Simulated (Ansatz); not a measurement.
**CsVBr₃ (P6_3/mmc)**

All numbers are calculated (LDA+U, U_eff = 4.0 eV (Dudarev form) on V d, fully localised double counting, collinear spin, scalar-relativistic, 420 eV, PAW set soft_2 (made for PBE), 3×3×3 mesh, Gaussian smearing of 0.05 eV) with the plane-wave PAW code Ansatz.

```
CELL_PARAMETERS angstrom
7.57000 0.00000 0.00000
-3.78500 6.55581 0.00000
0.00000 0.00000 6.32000
ATOMIC_POSITIONS crystal
Cs 0.33333 0.66667 0.75000
Cs 0.66667 0.33333 0.25000
V 0.00000 0.00000 0.00000
V 0.00000 0.00000 0.50000
Br 0.16000 0.32000 0.25000
Br 0.84000 0.16000 0.75000
Br 0.68000 0.84000 0.25000
Br 0.84000 0.68000 0.75000
Br 0.16000 0.84000 0.25000
Br 0.32000 0.16000 0.75000
```

The structure is that of a cell as deposited in COD, unrelaxed.

Cell and atoms stay fixed. Atoms count from 1 in the text and from 0 in parts of the program's output.

Two runs on this cell converged from different starts. The ends of their outputs, energies left out (λ are the eigenvalues of a shell's occupation matrix):

Run A:

```
Magnetization: 0.0000 μB (43.0000 up, 43.0000 down)
Absolute magnetization: 5.9091 μB (∫|ρ↑−ρ↓|, with the PAW one-centre terms)
Per-site moments (μB) at R_I (Å): [(0.00000, 1.56173), (0.00000, 1.56173), (2.51049, 1.08335), (-2.51048, 1.08335), (0.00000, 1.08335), (0.00000, 1.08335), (0.00000, 1.08335), (0.00000, 1.08335), (0.00000, 1.08335), (0.00000, 1.08335)]
Fermi energy:    6.088824 eV
--- Forces (eV/Å), atoms counted from 1 ---
  atom   1  Cs     0.00000000     0.01531579     0.00001581
  atom   2  Cs     0.00000000    -0.01531579    -0.00001581
  atom   3  V      0.00000000     0.00000000     0.00000000
  atom   4  V      0.00000000     0.00000000     0.00000000
  atom   5  Br     0.00000000    -0.02208488     0.00003429
  atom   6  Br    -0.70887936     0.45262500    -0.00003750
  atom   7  Br    -0.70887936    -0.45262500     0.00003750
  atom   8  Br     0.00000000     0.02208488    -0.00003429
  atom   9  Br     0.70887936    -0.45262500     0.00003750
  atom  10  Br     0.70887936     0.45262500    -0.00003750
--- Stress (GPa, compression-positive) ---
        1.322866       0.000000       0.000000
        0.000000      -0.339450      -0.000007
        0.000000      -0.000006       1.216395
  P = ⅓ Tr σ = 0.7333 GPa (7.333 kbar)
--- Löwdin populations: 10 sites ---
  site symbol       q [e]    m [muB]
     0     Cs      8.2807     0.0000
     1     Cs      8.2807     0.0000
     2      V     12.1104     2.8480
     3      V     12.1103    -2.8480
     4     Br      7.4258     0.0000
     5     Br      7.4801     0.0000
     6     Br      7.4801     0.0000
     7     Br      7.4258     0.0000
     8     Br      7.4801     0.0000
     9     Br      7.4801     0.0000
--- Occupation matrices: 2 shells (run DFT+U table (all-electron-ortho-atomic); ε = 1.09e-2) ---
  V2 d_3D up     Tr n = 3.2010  λ = 0.054 0.193 0.977 0.985 0.992
  V2 d_3D dn     Tr n = 0.3705  λ = 0.034 0.036 0.051 0.121 0.128
  V3 d_3D up     Tr n = 0.3705  λ = 0.034 0.036 0.051 0.121 0.128
  V3 d_3D dn     Tr n = 3.2010  λ = 0.054 0.193 0.977 0.985 0.992
```

Run B:

```
Magnetization: 0.0000 μB (43.0000 up, 43.0000 down)
Absolute magnetization: 6.2463 μB (∫|ρ↑−ρ↓|, with the PAW one-centre terms)
Per-site moments (μB) at R_I (Å): [(0.00000, 1.56173), (0.00000, 1.56173), (2.54798, 1.08335), (-2.54798, 1.08335), (0.00000, 1.08335), (0.00000, 1.08335), (0.00000, 1.08335), (0.00000, 1.08335), (0.00000, 1.08335), (0.00000, 1.08335)]
Fermi energy:    5.685499 eV
--- Forces (eV/Å), atoms counted from 1 ---
  atom   1  Cs     0.00000000     0.00000000    -0.00000484
  atom   2  Cs     0.00000000     0.00000000     0.00000484
  atom   3  V      0.00000000     0.00000000     0.00000000
  atom   4  V      0.00000000     0.00000000     0.00000000
  atom   5  Br     0.00000000     0.02830159     0.00004249
  atom   6  Br    -0.02450990     0.01415080    -0.00004249
  atom   7  Br    -0.02450990    -0.01415080     0.00004249
  atom   8  Br     0.00000000    -0.02830159    -0.00004249
  atom   9  Br     0.02450990    -0.01415080     0.00004249
  atom  10  Br     0.02450990     0.01415080    -0.00004249
--- Stress (GPa, compression-positive) ---
       -1.298959       0.000000       0.000000
        0.000000      -1.298959       0.000000
        0.000000       0.000000      -0.916676
  P = ⅓ Tr σ = -1.1715 GPa (-11.715 kbar)
--- Löwdin populations: 10 sites ---
  site symbol       q [e]    m [muB]
     0     Cs      8.2784     0.0000
     1     Cs      8.2784     0.0000
     2      V     12.2144     2.9902
     3      V     12.2144    -2.9902
     4     Br      7.4345     0.0000
     5     Br      7.4345     0.0000
     6     Br      7.4345     0.0000
     7     Br      7.4345     0.0000
     8     Br      7.4345     0.0000
     9     Br      7.4345     0.0000
--- Occupation matrices: 2 shells (run DFT+U table (all-electron-ortho-atomic); ε = 5.85e-3) ---
  V2 d_3D up     Tr n = 3.3229  λ = 0.183 0.183 0.974 0.991 0.991
  V2 d_3D dn     Tr n = 0.3582  λ = 0.031 0.031 0.050 0.123 0.123
  V3 d_3D up     Tr n = 0.3582  λ = 0.031 0.031 0.050 0.123 0.123
  V3 d_3D dn     Tr n = 3.3229  λ = 0.183 0.183 0.974 0.991 0.991
```

Question: Which run lies higher in energy, by how much, and why?

Answer: Run A, by 201.4 meV/atom. Run A has 3 d electrons in filled orbitals, 3 of them unpaired, the high-spin filling, a gap of 1.44 eV; run B has 3 d electrons in filled orbitals, 3 of them unpaired, the high-spin filling, a gap of 3.62 eV. Run A kept 4 symmetry operations, run B 12. Both fill the same number of orbitals in each spin with the same magnetic order, so they differ in which orbitals are filled. With J = 0 the Hubbard energy is (U/2) Σ λ(1 − λ), a penalty on fractional natural occupations. The sums Σ λ(1 − λ) over the cell's shells are 1.33 for run B and 1.17 for run A, which at U/2 = 2.00 eV give 2.66 and 2.35 eV per cell. Of the difference of 2.01 eV per cell, the Hubbard term gives -0.32 eV and all other terms 2.33 eV, so the other terms decide the order against the Hubbard term. The other terms are taken on each state's own density, so they aren't the result of a run without U.

Every start opposed the V moments, so their parallel order wasn't tried.

In the lower state the fixed cell carries a pressure of -1.2 GPa (the cell is larger than this level of theory would relax to); relaxing would change energies and could change the order of close states.

Run A started from: random orbitals: single harmonics, high spin, moments V3 3.00; V4 -3.00 μB, occupations held until the density converged. Run B started from atoms, default search, moments V3 3.00; V4 -3.00 μB. At this level the cell was started in 11 ways. Run B holds the lowest state found for this cell, which doesn't make it the ground state. Spin–orbit coupling is left out. U wasn't fitted or computed for this material, so the results show what this U gives and needn't match the real solid. Gaps are Kohn–Sham gaps over the k-mesh alone and may be smaller between its points.
